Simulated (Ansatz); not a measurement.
BaCuSF in space group P4/nmm (No. 129; Ba on 2c, Cu on 2b, S on 2c, F on 2a) at seven volumes, r²SCAN in the plane-wave PAW code Ansatz, shape and atoms relaxed at each. One row is withheld.

```
V (Å³/atom)  P (GPa)
-----------  -------
17.279             ?
17.849          4.77
18.419          2.18
18.988          0.00
19.558         -1.84
20.128         -3.39
20.697         -4.69
```

Task: Fit the shown pressures and predict the withheld one.

Result: Third-order Birch–Murnaghan: P = (3/2)B₀(x^(7/2) − x^(5/2))[1 + (3/4)(B′ − 4)(x − 1)] with x = (V₀/V)^(2/3). Least squares on the six rows gives V₀ = 18.988 Å³/atom, B₀ = 66.65 GPa, B′ = 4.71. At V = 17.279, x = 1.0649 and P = 7.85 GPa. The run itself gave 7.86 GPa.

The first step of the workflow began from a Materials Project structure, measured or hypothetical; the Crystallography Open Database copy checked does not list it. Whether it is the stable phase at ambient conditions was not checked. The r²SCAN relaxation kept the symmetry of its start; whether a distortion lowers the energy is not shown. The run is not spin-polarised. No Hubbard U is applied. Spin–orbit coupling is left out wherever it is not named.

Potentials: the later of the program's two PAW sets.
